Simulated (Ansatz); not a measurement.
Relaxed-ion elastic tensor of LiF in space group P6_3/mmc (No. 194; Li on 2d, F on 2c) in GPa (Voigt order), PBEsol (plane waves, PAW; program Ansatz); density 2.28 g/cm³, 9.44 Å³ per atom.

```
      1     2     3     4     5     6
-  ----  ----  ----  ----  ----  ----
1  79.4  56.7  38.2   0.0   0.0   0.0
2  56.7  79.4  38.2   0.0   0.0   0.0
3  38.2  38.2   105   0.0   0.0   0.0
4   0.0   0.0   0.0  49.8   0.0   0.0
5   0.0   0.0   0.0   0.0  49.8   0.0
6   0.0   0.0   0.0   0.0   0.0  11.3
```

Problem. Is the crystal mechanically stable?

Solution. Yes: the smallest eigenvalue of C is 11.3 GPa.

Problem. Work out the Voigt, Reuss and Hill averages.

Solution. K_V = 58.9, K_R = 58.9, K_H = 58.9; G_V = 30.9, G_R = 20.2, G_H = 25.6 GPa.

Problem. Give Young's modulus, Poisson's ratio, Pugh's ratio and the universal anisotropy index.

Solution. E = 9KG/(3K + G) = 67.0 GPa; ν = 0.31; K/G = 2.31 (ductile by the Pugh limit of 1.75); A_U = 5G_V/G_R + K_V/K_R − 6 = 2.66.

Problem. Estimate the sound speeds and the Debye temperature.

Solution. v_l = √((K + 4G/3)/ρ) = 6380 m/s, v_t = √(G/ρ) = 3350 m/s, mean 3740 m/s; Θ = (h/k)(3n/4πV)^(1/3) v_m = 527 K.

Problem. Solve the Christoffel equation for the three sound speeds along x, y, z.

Solution. Eigenvalues of C_ijkl n_j n_l equal ρv². In km/s, slowest first: x 2.23, 4.67, 5.90; y 2.23, 4.67, 5.90; z 4.67, 4.67, 6.80.

Problem. How much does each axis shrink under pressure?

Solution. Linear compressibilities β_i = Σ_j S_ij (j = 1 to 3): x 5.9, y 5.9, z 5.2 per TPa.

The start of the workflow was typed in or built on a structure type; neither database checked (COD, Materials Project) lists it. It is not the phase usual at ambient conditions (space group No. 225). The cell was relaxed with PBEsol under the symmetry of its start; its stability against distortions is not shown here.

Potentials: the earlier of the program's two PAW sets. The files were generated under PBE; for other functionals the program regenerates the frozen cores, and for LDA and PBEsol the local potential too.
